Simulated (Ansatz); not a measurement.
Crystals of one structure type (CsCl type) and one family of elements, relaxed and computed with DFT-LDA in the program Ansatz with PAW potentials.

```tsv
crystal	V (Å³/atom)	B₀ by P(V) fit (GPa)
ScCu	15.88	108
ScAu	18.32	127
ScAg	18.61	?
LaAg	25.46	63.9
```

Fit a straight line to ln B₀ against ln V and predict the withheld value.

Least squares on the 3 shown rows: ln B₀ = -1.28 × ln V + (8.363), with a scatter of 15 %. For ScAg this gives 102. The run itself gave 102, within the scatter.

Standing as an ambient phase not checked: ScCu, CsCl type; ScAu, CsCl type; ScAg, CsCl type; LaAg, CsCl type. All cells were relaxed under the symmetry of their starts (and spin orders); stability against distortions was not tested throughout. Rows with no word on spin ran without spin polarisation. Spin–orbit coupling is left out wherever it is not named.

Potentials: the later of the program's two PAW sets.
